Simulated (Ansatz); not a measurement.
Theory: Ansatz 0.2.0, DFT, PBEsol, plane waves (420 eV) with PAW, scalar-relativistic. The PAW files were generated under PBE, with cores re-solved for the functional.

An element in the fcc structure gives this curve. The cell is scaled uniformly from the relaxed one, with fractional coordinates and shape fixed. Energies are extrapolated to zero smearing, pressures are those at the given smearing. Magnetic state: spin not included.

```json
{"V (Å³/atom)": "76.652", "E − E₀ (meV/atom)": "12.0", "P (GPa)": "0.44"}
{"V (Å³/atom)": "80.136", "E − E₀ (meV/atom)": "4.6", "P (GPa)": "0.26"}
{"V (Å³/atom)": "83.620", "E − E₀ (meV/atom)": "0.8", "P (GPa)": "0.11"}
{"V (Å³/atom)": "87.104", "E − E₀ (meV/atom)": "0.1", "P (GPa)": "-0.01"}
{"V (Å³/atom)": "90.588", "E − E₀ (meV/atom)": "1.8", "P (GPa)": "-0.12"}
{"V (Å³/atom)": "94.073", "E − E₀ (meV/atom)": "5.5", "P (GPa)": "-0.20"}
{"V (Å³/atom)": "97.557", "E − E₀ (meV/atom)": "11.0", "P (GPa)": "-0.27"}
```

Which element is it?
A. rubidium
B. potassium
C. barium
D. calcium

A. Its fit is V₀ = 86.35 Å³/atom, B₀ = 2.9 GPa, B₀′ = 3.7.
